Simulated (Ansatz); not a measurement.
The elements of this relaxed trial crystal are hidden behind letters.

```
lattice vectors (Å)
   5.1704    0.0000    0.0000
  -2.5852    4.4777    0.0000
   0.0000    0.0000    7.6180
fractional positions
X 0.0000 0.0000 0.2740
X 0.0000 0.0000 0.7260
Z 0.3333 0.6667 0.5000
Z 0.6667 0.3333 0.5000
```

Computed with DFT PBE, scalar-relativistic, plane waves, PAW (Ansatz). Settings of the last relaxation (4-atom cell): 420 eV, 12×12×6 k points, Gaussian smearing of 0.10 eV, no spin polarisation.

```
Space group                                : P6/mmm (No. 191)
Conventional cell                          : a = 5.170 Å, c = 7.618 Å
Volume per atom                            : 44.09 Å³
Density                                    : 3.05 g/cm³
Formation energy                           : −0.17 eV/atom
Gap on the 12×12×6 mesh of the 4-atom cell : 0 eV (a metal)
```

Energies are uncorrected and count from the elements' standard states at the same level.

Question: X is an s-block element of period 4 and Z is a p-block element of period 5. Which elements are they?

Answer: X = Ca, Z = Sb, so the formula is CaSb. Density times volume gives a mean mass of 3.05 × 44.09/1.6605 = 81.0 u per atom, and this set has 80.9 u. Among the elements that the hints allow, noble gases aside, only these give it. Around Ca lie 1 Ca at 3.44 Å, 6 Sb at 3.45 Å and 1 Ca at 4.17 Å; Sb is surrounded by 3 Sb at 2.99 Å and 6 Ca at 3.45 Å.

Spin–orbit coupling, which can matter for Sb, is left out. Symmetry constrained the relaxation, so the result can be a saddle point.
